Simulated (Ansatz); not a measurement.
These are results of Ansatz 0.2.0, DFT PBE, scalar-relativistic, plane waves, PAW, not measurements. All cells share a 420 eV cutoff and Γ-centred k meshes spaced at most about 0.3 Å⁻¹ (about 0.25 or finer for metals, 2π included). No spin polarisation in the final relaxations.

These are static total energies at zero pressure.

Compare these two cells of B5Pt, each relaxed at this level.

1.

Space group P4/mmm (No. 123). a = 2.890 Å, b = 2.890 Å, c = 5.855 Å, α = 90.00°, β = 90.00°, γ = 90.00°
| atom | site | symmetry | x | y | z |
| --- | --- | --- | --- | --- | --- |
| B | 2h | 4mm | 0.5000 | 0.5000 | 0.3644 |
| B | 2g | 4mm | 0.0000 | 0.0000 | 0.2165 |
| B | 1b | 4/mmm | 0.0000 | 0.0000 | 0.5000 |
| Pt | 1c | 4/mmm | 0.5000 | 0.5000 | 0.0000 |

2.

Space group P-62m (No. 189). a = 5.141 Å, b = 5.141 Å, c = 2.347 Å, α = 90.00°, β = 90.00°, γ = 120.00°
| atom | site | symmetry | x | y | z |
| --- | --- | --- | --- | --- | --- |
| B | 2d | -6.. | 0.6667 | 0.3333 | 0.5000 |
| B | 3f | m2m | 0.3755 | 0.0000 | 0.0000 |
| Pt | 1b | -62m | 0.0000 | 0.0000 | 0.5000 |

Question: Which is lower in energy, and by how much?

Answer: Cell 1 is lower, by 0.38 eV/atom. Cell 1 has space group P4/mmm (No. 123), 8.2 Å³/atom and no gap on its mesh; cell 2 has space group P-62m (No. 189), 9.0 Å³/atom and no gap. Counting B atoms around Pt (those within 1.25 times the shortest such distance or 1.15 times the sum of covalent radii; a plus sign parts nearer from farther groups), cell 1 has Pt 2+8 and cell 2 has Pt 6. Cell 1 holds B–B units of three or more atoms (shortest 1.59 Å); cell 2 holds B–B bonds in all directions (shortest 2.00 Å). The denser one is the lower, and pressure would at first widen the difference. Even the lower one lies +0.74 eV/atom against the reference forms of the elements (uncorrected), so neither is stable at this level. In cell 1, B on a site of symmetry 4mm has 1 B at 1.59 Å and 1 Pt at 2.13 Å; around B on a second site of symmetry 4mm lie 1 B at 1.66 Å, 4 B at 2.22 Å and 4 Pt at 2.41 Å; around Pt lie 2 B at 2.13 Å and 8 B at 2.41 Å; 1 more site not described. In cell 2, B on a site of symmetry -6 has 6 B at 2.00 Å and 2 B at 2.35 Å; B on a site of symmetry m2m is surrounded by 4 B at 2.00 Å, 2 Pt at 2.26 Å and 2 B at 2.35 Å; Pt has 6 B at 2.26 Å and 2 Pt at 2.35 Å. Both come from invented guesses. A third cell relaxed alike, in P6/mmm, lies 29 meV/atom below the lower of the two.

Spin–orbit coupling, which can matter for Pt, is left out. A magnetic state wasn't ruled out in cells without spin, among them P4/mmm, P-62m. Cells relaxed within their symmetry can be saddle points.
